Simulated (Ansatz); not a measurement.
## Strain response of Rh

Level of theory: DFT r2SCAN, scalar-relativistic, plane waves, PAW in Ansatz 0.2.0. Settings: 500 eV cutoff, 24×24×6 k-mesh, Gaussian smearing of 0.10 eV, no spin polarisation.

Starting point, cell and atoms relaxed:

```yaml
crystal:
  lattice:
    - [2.68885, 0.00000, 0.00000]
    - [-1.34442, 2.32861, 0.00000]
    - [0.00000, 0.00000, 8.77740]
  atoms:
    - { symbol: Rh, position: [0.00000, 0.00000, 0.00000] }
    - { symbol: Rh, position: [0.33333, 0.66667, 0.25000] }
    - { symbol: Rh, position: [0.00000, 0.00000, 0.50000] }
    - { symbol: Rh, position: [0.66667, 0.33333, 0.75000] }
```

Deformation: biaxial strain in the a-b plane, with the length and tilt of c and the atoms relaxed, all within the symmetry that the strain leaves. Energies are extrapolated to zero smearing.

Q: Give the structure at +2.0 %.

A:
```yaml
crystal:
  lattice:
    - [2.74263, 0.00000, 0.00000]
    - [-1.37131, 2.37518, 0.00000]
    - [0.00000, 0.00000, 8.66445]
  atoms:
    - { symbol: Rh, position: [0.00000, 0.00000, 0.00000] }
    - { symbol: Rh, position: [0.33333, 0.66667, 0.25000] }
    - { symbol: Rh, position: [0.00000, 0.00000, 0.50000] }
    - { symbol: Rh, position: [0.66667, 0.33333, 0.75000] }
```
Space group P6_3/mmc (194), 18.4 meV/atom over the relaxed crystal.

This form isn't the element's structure at ambient conditions.

Cost: 5 runs of about 15 core-minutes in all, on Intel Xeon Platinum 8259CL (Skylake/Cascade Lake) (shared hosts).